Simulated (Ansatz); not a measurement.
A geometry of HfSiO₄ away from equilibrium: step 31 of the relaxation of a relaxed HfSiO4 cell, doubled along one cell vector, shaken by Gaussian noise of σ = 0.08 Å a coordinate. These are PBE (plane waves to 420 eV, PAW, scalar-relativistic; Ansatz, a quantum-chemistry and plane-wave program) values and carry that method's errors. Γ-centred k-mesh 7×7×2 on the run's cell (coarser than for final values), Fermi–Dirac smearing 0.05 eV.

```
HfSiO4
1.0
    3.90820     0.54204     0.00000
   -1.48468     2.57186     0.00000
    0.00000     0.00000    12.00447
Hf Si O
2 2 8
Direct
  0.77356   0.89412   0.29114
  0.77356   0.89412   0.79114
  0.44759   0.23119   0.04114
  0.44759   0.23120   0.54114
  0.24535   0.63010   0.04114
  0.24535   0.63010   0.54114
  0.64964   0.33217   0.16320
  0.64964   0.33217   0.66320
  0.64964   0.33217   0.41908
  0.64963   0.33217   0.91908
  0.17403   0.59436   0.29114
  0.17403   0.59437   0.79114
```

Problem. Which atoms carry the largest force, and which way does it point?

Solution. 0.02 eV/Å, on Hf1, Hf2 (atoms numbered as listed); on Hf1 its components are (0.02, 0.01, 0.00).

Problem. What is the pressure?

Solution. +4.2 GPa, compression positive.

Problem. How far above the relaxed end point is this geometry?

Solution. 0.08 eV/atom; the path ends in Pmm2 (No. 25).

No spin polarisation in the result. No dispersion correction is included, so spacings between layers, chains or molecules are soft and tend to come out too large.

The end of the path is a generated cell of HfSiO4: the first start was made by placing the elements on the sites of a structure type, and the end was not matched to a known phase here, so it may be hypothetical.
